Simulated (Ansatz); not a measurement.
TiO₂ (anatase, I4_1/amd) at seven volumes, plane-wave PAW PBEsol (Ansatz code), shape and atoms relaxed at each. One row is withheld.

```json
[
 {"V (Å³/atom)": "10.294", "P (GPa)": "18.62"},
 {"V (Å³/atom)": "10.634", "P (GPa)": "11.88"},
 {"V (Å³/atom)": "10.973", "P (GPa)": "5.69"},
 {"V (Å³/atom)": "11.312", "P (GPa)": "-0.01"},
 {"V (Å³/atom)": "11.652", "P (GPa)": "-5.18"},
 {"V (Å³/atom)": "11.991", "P (GPa)": "?"},
 {"V (Å³/atom)": "12.330", "P (GPa)": "-13.88"}
]
```

Question: Fit the shown pressures and predict the withheld one.

Answer: P = (3/2)B₀(x^(7/2) − x^(5/2))[1 + (3/4)(B′ − 4)(x − 1)] with x = (V₀/V)^(2/3). Least squares on the six rows gives V₀ = 11.313 Å³/atom, B₀ = 179 GPa, B′ = 2.25. At V = 11.991, x = 0.9619 and P = -9.74 GPa. The run itself gave -9.81 GPa.

The cell was relaxed with PBEsol under the symmetry of its start. No spin polarisation was allowed.

Potentials: the later of the program's two PAW sets.
